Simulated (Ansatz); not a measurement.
Input and command of a plane-wave DFT calculation in Ansatz:

```yaml
crystal:
  lattice:
    - [0.0, 1.9920665313, 1.9920665313]
    - [1.9920665313, 0.0, 1.9920665313]
    - [1.9920665313, 1.9920665313, 0.0]
  atoms:
    - { symbol: Al, position: [0.0, 0.0, 0.0] }
basis:
  ecutwfc: 420
kpoints:
  mp_grid: { grid: [20, 20, 20] }
hamiltonian:
  xc: pbe
  dispersion: d3bj
scf:
  occupations: { method: fermi_dirac, width: 0.15 }
output:
  forces: true
  stress: true
  eigenvalues: true
relax:
  adjacent_minimum: "off"
  f_tol: 0.001
  max_steps: 60
  cell: { stress_tol: 0.02, p_target: 7.0 }
```

```bash
ansatz run input.yaml --threads 1 --pin off --max-ram 3072MiB --backend cpu --events-out ev --progress --plain --runs-dir out
```

Processor: Arm Neoverse V1, 1 thread, on a host shared with other jobs.

Problem. How long does it run, and how much memory does it take?

Solution. About 13 s on 1 thread of Arm Neoverse V1, on a shared host, peak memory 0.29 GiB. It solves 6 bands at 256 k points (the mesh reduced by the symmetry that the task leaves, which can be less than the crystal's) with about 283 plane waves (on the last cell), in 28 SCF iterations over 7 ionic steps.
